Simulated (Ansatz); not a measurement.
LaC (rock salt, space group No. 225) at seven volumes, PBE in the plane-wave PAW code Ansatz, scaled uniformly. One row is withheld.

```tsv
V (Å³/atom)	P (GPa)
18.217	9.12
18.817	5.63
19.418	2.59
20.019	0.00
20.619	-2.19
21.220	-4.11
21.820	?
```

Q: Fit the shown pressures and predict the withheld one.

A: Third-order Birch–Murnaghan: P = (3/2)B₀(x^(7/2) − x^(5/2))[1 + (3/4)(B′ − 4)(x − 1)] with x = (V₀/V)^(2/3). Least squares on the six rows gives V₀ = 20.022 Å³/atom, B₀ = 79.61 GPa, B′ = 4.08. At V = 21.820, x = 0.9443 and P = -5.75 GPa. The run itself gave -5.81 GPa.

Space group Fm-3m (rock salt). The start of the workflow was typed in or built on a structure type; neither database checked (COD, Materials Project) lists it. Whether it is the stable phase at ambient conditions was not checked. Symmetry was held in the PBE relaxation; its stability against distortions is not shown here. Its formation energy is positive at this level, so the cell may be metastable or incomplete. Scalar-relativistic: spin–orbit coupling is off unless named, which matters more the heavier the elements.

Potentials: the earlier of the program's two PAW sets.
